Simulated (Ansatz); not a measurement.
# Ni (Im-3m), clamped-ion strain scan

Computed with Ansatz, DFT PBEsol, scalar-relativistic, plane waves, PAW. Settings: plane waves to 420 eV, k-mesh 24×24×24 (Γ-centred), Gaussian smearing 0.15 eV. Collinear spins, started from moments 0.5 μB in atom order; the magnetic state may not be the lowest. Energies are free energies at this smearing, counted from the undisturbed cell; pressure is positive in compression.

Reference structure (as given, not relaxed at this level; it stands at -2.7 GPa; this bcc form isn't the usual structure):

```yaml
crystal:
  lattice:
    - [-1.38372, 1.38372, 1.38372]
    - [1.38372, -1.38372, 1.38372]
    - [1.38372, 1.38372, -1.38372]
  atoms:
    - { symbol: Ni, position: [0.00000, 0.00000, 0.00000] }
```

The cell is strained by ε times the Voigt pattern (0, 0, 1, 0, 0, 0) (xx, yy, zz, yz, xz, xy; engineering shear) with fractional coordinates fixed. The cell is metallic on the mesh throughout.

Question: Over the sampled range (-0.0200 to 0.0200), is the undisturbed cell the lowest point?

Answer: No: the energy is lower at ε = -0.0150, -1.5 in ΔE (meV/atom).

Question: Which end lies higher in energy, -0.0200 or +0.0200?

Answer: +0.0200: 5.5 against -1.5.

The scan:

| ε | ΔE (meV/atom) |
| --- | --- |
| -0.0200 | -1.5 |
| -0.0150 | -1.5 |
| -0.0100 | -1.3 |
| -0.0050 | -0.8 |
| 0.0000 | 0.0 |
| 0.0050 | 1.0 |
| 0.0100 | 2.3 |
| 0.0150 | 3.8 |
| 0.0200 | 5.5 |